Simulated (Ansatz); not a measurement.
NaCl:
```
CELL_PARAMETERS angstrom
      0.00000     2.80096     2.80096
      2.80096     0.00000     2.80096
      2.80096     2.80096     0.00000
ATOMIC_POSITIONS crystal
  Na 0.00000 0.00000 0.00000
  Cl 0.50000 0.50000 0.50000
```

Relaxed with PBEsol. Special points in fractions of this cell's reciprocal vectors: Γ (0.000, 0.000, 0.000); X (0.500, 0.000, 0.500); U (0.625, 0.250, 0.625); K (0.375, 0.375, 0.750); L (0.500, 0.500, 0.500); W (0.500, 0.250, 0.750).

Problem. List the band energies nearest the valence-band maximum at these points for plane-wave PAW PBEsol (Ansatz code).

Solution. In eV from the valence-band maximum; about four levels below and three above (degenerate sets whole), none deeper than 8.9 eV; points with the same levels are listed once.

```tsv
k	below	above
Γ	0.00 0.00 0.00	5.01 10.91 10.91 10.91
X	-1.76 -0.63 -0.63	7.47 7.83 11.27
U	-1.49 -1.18 -0.52	8.11 8.93 10.45
L	-2.03 -0.28 -0.28	7.10 10.66 10.81 10.81
W	-1.26 -1.26 -0.80	8.80 9.54 9.54
```

Space group Fm-3m (rock salt). The cell was relaxed with PBEsol under the symmetry of its start; phonons on a q-mesh show no instability.

Potentials: the earlier of the program's two PAW sets.
